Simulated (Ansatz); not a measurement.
Input:

Ti₃Al:
```
CELL_PARAMETERS angstrom
      2.92248     0.00000     0.00000
     -1.46124     2.53094     0.00000
      0.00000     0.00000     9.19401
ATOMIC_POSITIONS crystal
  Ti 0.66667 0.33333 0.00000
  Ti 0.33333 0.66667 0.75053
  Ti 0.33333 0.66667 0.24947
  Al 0.66667 0.33333 0.50000
```

This is the r²SCAN-relaxed structure. Tensor components refer to the Cartesian frame of this cell.

### Question
All from r²SCAN in the plane-wave PAW code Ansatz, unless another level is named. Give the Young's modulus.

### Answer
141 GPa.

### Question
Next, the elastic constants (relaxed ions, GPa)?

### Answer
C11 = 174, C12 = 100, C13 = 64.5, C33 = 242, C44 = 64.6.

### Question
And the highest zone-centre frequency?

### Answer
325 cm⁻¹.

Space group P-6m2. The workflow started from a Materials Project entry (that database holds measured and hypothetical structures alike); the Crystallography Open Database copy checked does not list it. With Ti and Al taken as one species the cell has the higher symmetry P6_3/mmc, so it may be an ordered model of a mixed-site phase. It is not the phase usual at ambient conditions (space group No. 194). The r²SCAN relaxation kept the symmetry of its start; whether a distortion lowers the energy is not shown. The run is not spin-polarised. As this level gives no gap, shear constants depend on the k-mesh and smearing (Fermi–Dirac, 0.1 eV here). As this level gives no gap, phonon frequencies hold no LO–TO term and depend on the k-mesh and smearing (Fermi–Dirac, 0.1 eV here). On the denser mesh and wider smearing of the elastic run this cell carries a stress of 0.4 GPa.

Potentials: the later of the program's two PAW sets.
